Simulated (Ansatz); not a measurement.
TePd:
```xyz
4
Lattice="4.1846 0.0000 0.0000 -2.0923 3.6240 0.0000 0.0000 0.0000 5.7334" Properties=species:S:1:pos:R:3 pbc="T T T"
Te     0.0000     2.4160     1.4333
Te     2.0923     1.2080     4.3000
Pd     0.0000     0.0000     0.0000
Pd     0.0000     0.0000     2.8667
```

Relaxed with r²SCAN. Special points in fractions of this cell's reciprocal vectors: Γ (0.000, 0.000, 0.000); M (0.500, 0.000, 0.000); K (0.333, 0.333, 0.000); A (0.000, 0.000, 0.500); L (0.500, 0.000, 0.500); H (0.333, 0.333, 0.500).

Task: List the band energies nearest the Fermi level at these points for r²SCAN (plane waves, PAW; program Ansatz).

Result: In eV from the Fermi level; about four levels below and three above (degenerate sets whole), none deeper than 8.9 eV; points with the same levels are listed once.

```
k                                below                above
-  -----------------------------------  -------------------
Γ        -2.30 -2.30 -1.23 -1.23 -0.45       0.33 1.70 1.70
M              -2.45 -2.29 -2.27 -1.60       0.75 2.15 4.14
K              -1.19 -1.19 -0.48 -0.48  3.12 6.20 7.64 7.64
A  -3.19 -3.19 -3.19 -3.19 -1.88 -1.88  0.76 0.76 0.76 0.76
L              -2.73 -2.73 -0.49 -0.49  0.42 0.42 3.60 3.60
H              -2.38 -2.38 -2.09 -2.09  1.99 1.99 5.71 5.71
```

Space group P6_3/mmc (NiAs type). The first step of the workflow began from a Materials Project structure, measured or hypothetical; the Crystallography Open Database files this formula in space group No. 194, but the cells were not matched. Whether it is the stable phase at ambient conditions was not checked. The cell was relaxed with r²SCAN under the symmetry of its start; its stability against distortions is not shown here. No spin polarisation was allowed. Spin–orbit coupling is left out wherever it is not named.

Potentials: the later of the program's two PAW sets.
